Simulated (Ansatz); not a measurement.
Co2P in space group Pnma (No. 62; Co on 4c, Co on 4c, P on 4c) at seven volumes, the program Ansatz at the PBEsol level (PAW), shape and atoms relaxed at each. One row is withheld.

| V (Å³/atom) | P (GPa) |
|---|---|
| 9.295 | ? |
| 9.602 | 17.93 |
| 9.908 | 8.24 |
| 10.215 | -0.02 |
| 10.521 | -7.05 |
| 10.828 | -12.97 |
| 11.134 | -17.93 |

### Question
Fit the shown pressures and predict the withheld one.

### Answer
Third-order Birch–Murnaghan: P = (3/2)B₀(x^(7/2) − x^(5/2))[1 + (3/4)(B′ − 4)(x − 1)] with x = (V₀/V)^(2/3). Least squares on the six rows gives V₀ = 10.213 Å³/atom, B₀ = 252.8 GPa, B′ = 4.53. At V = 9.295, x = 1.0648 and P = 29.49 GPa. The run itself gave 29.14 GPa.

The first step of the workflow began from a Materials Project structure, measured or hypothetical; the Crystallography Open Database files this formula in space group No. 62, but the cells were not matched. Whether it is the stable phase at ambient conditions was not checked. The cell was relaxed with PBEsol under the symmetry of its start; its stability against distortions is not shown here. The workflow began spin-polarised and lost its moments.

Potentials: the later of the program's two PAW sets.
